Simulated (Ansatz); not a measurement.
SrSi2Au2:
```xyz
5
Lattice="-2.1945 2.1945 5.0346 2.1945 -2.1945 5.0346 2.1945 2.1945 -5.0346" Properties=species:S:1:pos:R:3 pbc="T T T"
Au     0.0000     2.1945     2.5173
Au     2.1945     0.0000     2.5173
Sr     0.0000     0.0000     0.0000
Si     0.0000     0.0000     3.8483
Si     0.0000     0.0000     6.2208
```

Relaxed with PBEsol. Special points in fractions of this cell's reciprocal vectors: Γ (0.000, 0.000, 0.000); X (0.000, 0.000, 0.500); P (0.250, 0.250, 0.250); N (0.000, 0.500, 0.000); M (0.500, 0.500, -0.500); S (0.297, 0.703, -0.297); S0 (-0.297, 0.297, 0.297); R (-0.095, 0.095, 0.500); G (0.500, 0.500, -0.095).

### Question
List the band energies nearest the Fermi level at these points for the program Ansatz at the PBEsol level (PAW).

### Answer
In eV from the Fermi level; about four levels below and three above (degenerate sets whole), none deeper than 8.9 eV; points with the same levels are listed once.

| k | below | above |
|---|---|---|
| Γ | -3.56 -3.17 -1.62 -1.62 | 0.35 0.82 0.85 0.85 |
| X | -2.51 -2.38 -2.17 -1.07 | 2.78 2.92 4.14 |
| P | -2.48 -2.48 -1.66 -1.66 | 2.28 4.40 4.41 4.41 |
| N | -4.96 -4.12 -2.39 -0.63 | 0.84 1.66 1.80 |
| M | -3.17 -1.82 -1.82 -0.24 | 0.09 2.23 2.92 |
| S | -4.56 -0.89 -0.75 -0.37 | 2.03 2.15 2.63 |
| R | -2.49 -1.95 -1.84 -0.74 | 2.80 2.90 4.54 |

Space group I4/mmm. The workflow started from an entry of the Crystallography Open Database (COD). Whether it is the stable phase at ambient conditions was not checked. Symmetry was held in the PBEsol relaxation; its stability against distortions is not shown here. Spin–orbit coupling is left out wherever it is not named.

Potentials: the later of the program's two PAW sets.
